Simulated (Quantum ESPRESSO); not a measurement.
# AlHf5AgGa: input and log of a self-consistent run

Computed values, not a measurement. The program is pw.x of Quantum ESPRESSO 7.5 (plane-wave density functional theory). The cell is made up: eight metal atoms on a face-centred cubic lattice, with elements, volume, strain and displacements drawn at random and not relaxed, so it may be unstable or far from any real phase. PseudoDojo standard norm-conserving files set the functional (PBE unless stated); there is no spin polarisation or spin-orbit coupling, the Fermi-Dirac width of 0.25 eV means electrons at about 2900 K, and the masses in the input are unused placeholders. Heavy elements are run without spin-orbit coupling, which real alloys of them have. A spin test at this wide smearing found no moment, but such smearing suppresses magnetism that the real alloy may have.

Input:

```
&control calculation='scf', pseudo_dir='./dojo.nc.sr.pbe.v0_5.standard.upf', outdir='./o', disk_io='minimal', tprnfor=.true., tstress=.true. /
&system ibrav=0, nat=8, ntyp=4, nbnd=62, ecutwfc=82.02448710, nosym=.true., tot_charge=0,
 occupations='smearing', smearing='fd', degauss=0.0183746611
/
&electrons conv_thr=1.470e-08, electron_maxstep=70, mixing_beta=0.5 /
ATOMIC_SPECIES
Ag 1.0 Ag.upf
Al 1.0 Al.upf
Ga 1.0 Ga.upf
Hf 1.0 Hf.upf
CELL_PARAMETERS angstrom
-0.0002 2.166 2.1245
-0.002 4.3479 -4.2649
-8.76 -2.1717 2.1309
ATOMIC_POSITIONS angstrom
Al -0.105 0.0567 0.1371
Hf -4.3433 0.0363 0.1227
Ag 0.1123 2.1696 -1.985
Hf -4.323 2.0194 -2.1113
Hf -6.5468 -0.0984 2.0852
Ga -2.2057 2.0074 0.0104
Hf -6.4166 2.085 0.0955
Hf -2.2471 4.338 -2.1947
K_POINTS automatic
8 4 3 1 1 1
```

The log is shortened where brackets say so; the opening notice, blank lines, dates and the lines on written files are dropped, and the path of the files is cut. It prints rydbergs, bohrs and kilobars, and counts compression as positive stress. Its total energy is the free energy E - TS of the whole cell.

```
     Program PWSCF v.7.5
     Parallel version (MPI & OpenMP), running on       4 processor cores
     Number of MPI processes:                 4
     Threads/MPI process:                     1
     [start-up lines left out]
     bravais-lattice index     =            0
     lattice parameter (alat)  =       5.7334  a.u.
     unit-cell volume          =    1092.2751 (a.u.)^3
     number of atoms/cell      =            8
     number of atomic types    =            4
     number of electrons       =        95.00
     number of Kohn-Sham states=           62
     kinetic-energy cutoff     =      82.0245  Ry
     charge density cutoff     =     328.0979  Ry
     scf convergence threshold =      1.5E-08
     mixing beta               =       0.5000
     number of iterations used =            8  plain     mixing
     Exchange-correlation= PBE
                           (   1   4   3   4   0   0   0)
     [axes and pseudopotential details left out]
   Cartesian axes
     site n.     atom                  positions (alat units)
         1        Al     tau(   1) = (  -0.0346080   0.0186883   0.0451881  )
         2        Hf     tau(   2) = (  -1.4315503   0.0119645   0.0404419  )
         3        Ag     tau(   3) = (   0.0370140   0.7150995  -0.6542554  )
         4        Hf     tau(   4) = (  -1.4248594   0.6655936  -0.6958838  )
         5        Hf     tau(   5) = (  -2.1578232  -0.0324326   0.6872812  )
         6        Ga     tau(   6) = (  -0.7269980   0.6616384   0.0034278  )
         7        Hf     tau(   7) = (  -2.1149093   0.6872153   0.0314768  )
         8        Hf     tau(   8) = (  -0.7406434   1.4298034  -0.7233724  )
     number of k points=    48  Fermi-Dirac smearing, width (Ry)=  0.0184
                       cart. coord. in units 2pi/alat
        k(    1) = (  -0.0793393   0.0873637   0.0001781), wk =   0.0416667
        k(    2) = (   0.1515311   0.0874275   0.0001348), wk =   0.0416667
     [further k points left out]
     Dense  grid:   109647 G-vectors     FFT dimensions: (  36,  72, 108)
     Estimated max dynamical RAM per process >     354.82 MB
     Estimated total dynamical RAM >       1.31 GB
     Initial potential from superposition of free atoms
     starting charge      94.9852, renormalised to      95.0000
     Starting wfcs are   73 randomized atomic wfcs
     total cpu time spent up to now is        9.4 secs
     per-process dynamical memory:   279.1 Mb
     Self-consistent Calculation
     iteration #  1     ecut=    82.02 Ry     beta= 0.50
     Davidson diagonalization with overlap
     ethr =  1.00E-02,  avg # of iterations =  2.4
     total cpu time spent up to now is       29.2 secs
     total energy              =   -1030.22516216 Ry
     estimated scf accuracy    <       2.54557825 Ry
     iteration #  2     ecut=    82.02 Ry     beta= 0.50
     Davidson diagonalization with overlap
     ethr =  2.68E-03,  avg # of iterations =  4.7
     total cpu time spent up to now is       56.4 secs
     total energy              =   -1028.97606503 Ry
     estimated scf accuracy    <      35.52008619 Ry
     iteration #  3     ecut=    82.02 Ry     beta= 0.50
     Davidson diagonalization with overlap
     ethr =  2.68E-03,  avg # of iterations =  5.2
     total cpu time spent up to now is       78.5 secs
     total energy              =   -1031.69297789 Ry
     estimated scf accuracy    <       0.94227534 Ry
     iteration #  4     ecut=    82.02 Ry     beta= 0.50
     Davidson diagonalization with overlap
     ethr =  9.92E-04,  avg # of iterations =  2.0
     total cpu time spent up to now is       95.0 secs
     total energy              =   -1031.76299682 Ry
     estimated scf accuracy    <       0.62404484 Ry
     iteration #  5     ecut=    82.02 Ry     beta= 0.50
     Davidson diagonalization with overlap
     ethr =  6.57E-04,  avg # of iterations =  1.1
     total cpu time spent up to now is      109.8 secs
     total energy              =   -1031.80196250 Ry
     estimated scf accuracy    <       0.12685670 Ry
     [iterations 6 to 13 left out]
     iteration # 14     ecut=    82.02 Ry     beta= 0.50
     Davidson diagonalization with overlap
     ethr =  2.97E-09,  avg # of iterations =  2.0
     total cpu time spent up to now is      283.1 secs
     total energy              =   -1031.81274530 Ry
     estimated scf accuracy    <       0.00000033 Ry
     iteration # 15     ecut=    82.02 Ry     beta= 0.50
     Davidson diagonalization with overlap
     ethr =  3.50E-10,  avg # of iterations =  3.4
     total cpu time spent up to now is      302.0 secs
     total energy              =   -1031.81274530 Ry
     estimated scf accuracy    <       0.00000087 Ry
     iteration # 16     ecut=    82.02 Ry     beta= 0.50
     Davidson diagonalization with overlap
     ethr =  3.50E-10,  avg # of iterations =  1.9
     total cpu time spent up to now is      319.0 secs
     total energy              =   -1031.81274536 Ry
     estimated scf accuracy    <       0.00000003 Ry
     iteration # 17     ecut=    82.02 Ry     beta= 0.50
     Davidson diagonalization with overlap
     ethr =  3.01E-11,  avg # of iterations =  4.0
     total cpu time spent up to now is      339.3 secs
     total energy              =   -1031.81274536 Ry
     estimated scf accuracy    <       0.00000004 Ry
     iteration # 18     ecut=    82.02 Ry     beta= 0.50
     Davidson diagonalization with overlap
     ethr =  3.01E-11,  avg # of iterations =  2.0
     total cpu time spent up to now is      356.9 secs
     End of self-consistent calculation
     [lines on levels left out]
!    total energy              =   -1031.81274536 Ry
     estimated scf accuracy    <          1.3E-09 Ry
     smearing contrib. (-TS)   =      -0.10064244 Ry
     internal energy E=F+TS    =   -1031.71210293 Ry
     The total energy is F=E-TS. E is the sum of the following terms:
     one-electron contribution =    -372.66893246 Ry
     hartree contribution      =     229.64821614 Ry
     xc contribution           =    -233.08411274 Ry
     ewald contribution        =    -655.60727386 Ry
     convergence has been achieved in  18 iterations
     Forces acting on atoms (cartesian axes, Ry/au):
     atom    1 type  2   force =     0.01609317   -0.01018407   -0.01385359
     atom    2 type  4   force =     0.01243673   -0.01823871   -0.01686502
     atom    3 type  1   force =    -0.02821947   -0.00109584   -0.01477992
     atom    4 type  4   force =     0.01276579    0.01092943   -0.01273031
     atom    5 type  4   force =    -0.00942546   -0.01599300    0.04744611
     atom    6 type  3   force =     0.00922284    0.01896191   -0.01082192
     atom    7 type  4   force =    -0.07272171    0.02978444   -0.02191786
     atom    8 type  4   force =     0.05984811   -0.01416415    0.04352253
     Total force =     0.135192     Total SCF correction =     0.000169
     Computing stress (Cartesian axis) and pressure
          total   stress  (Ry/bohr**3)                   (kbar)     P=       39.48
   0.00023119   0.00002198   0.00005278           34.01        3.23        7.76
   0.00002198   0.00023461   0.00007518            3.23       34.51       11.06
   0.00005278   0.00007518   0.00033930            7.76       11.06       49.91
     init_run     :      8.59s CPU      9.06s WALL (       1 calls)
     electrons    :    344.07s CPU    347.48s WALL (       1 calls)
     forces       :      4.47s CPU      4.51s WALL (       1 calls)
     stress       :     13.27s CPU     13.70s WALL (       1 calls)
     [timing details left out]
     PWSCF        :   6m10.86s CPU   6m15.27s WALL
     JOB DONE.
```

In other units: free energy -14038.528 eV for the cell, pressure 3.95 GPa, largest force component 1.870 eV/Å in size. The run took 377 s of wall time with four MPI processes on a shared machine (AMD EPYC, older, virtual cores), so the time is rough. A rerun of this cell at a higher cutoff and on a denser mesh moved values by no more than 0.010 eV in energy, 0.07 GPa in stress and 0.013 eV/Å in force, and a second program with other atomic files agreed on that cell to 2 % rms in force and 0.5 GPa in pressure.